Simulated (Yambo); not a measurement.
Yambo run on WS2 (space group R3m, No. 160). The wavefunctions are PBEsol (pw.x of Quantum ESPRESSO, ONCV potentials, with spin-orbit coupling) ones on a 4×4×4 mesh (26 occupied bands); a = b = c = 6.745 Å, α = β = γ = 27.31°.

Yambo input:

```
rim_cut
gw0
dyson
el_el_corr
HF_and_locXC
cohsex
em1s
RandQpts= 1000000
RandGvec= 1 Ry
EXXRLvcs= 74 Ry
VXCRLvcs= 296 Ry
Chimod= "HARTREE"
% BndsRnXs
 5 | 214 |
%
NGsBlkXs= 8 Ry
% LongDrXs
 1.0 | 1.0 | 1.0 |
%
ExtendOut
% QPkrange
 2 | 2 | 27 | 27 |
 13 | 13 | 26 | 27 |
%
```

k points by index: 2 = (0, 0, 0.25), 13 = Z.

Table of the .qp output:

```
#    K-point    Band    Eo [eV]    E [eV]    E-Eo [eV]    Vxc [eV]    Vnlxc [eV]    Sc|Eo [eV]    Re(Z)    Im(Z)
#
    2    27    1.441132    0.233059    -1.208073    -14.31825    -10.07840    -5.447922    1.000000    0.000000
    13    26    0.000000    -2.096444    -2.096444    -15.39581    -15.84763    -1.644623    1.000000    0.000000
    13    27    2.271653    1.029697    -1.241956    -15.06951    -10.52612    -5.785341    1.000000    0.000000
```
(The two width columns are left out.) Convergence of these settings isn't established.

Geometry of the Materials Project entry, not relaxed at this level.

This is not the ordinary phase of the substance.

The distance between layers or molecules is the database entry's, not relaxed here. Functionals without dispersion can leave it too large, which widens gaps and weakens the response across layers: the numbers belong to this cell.
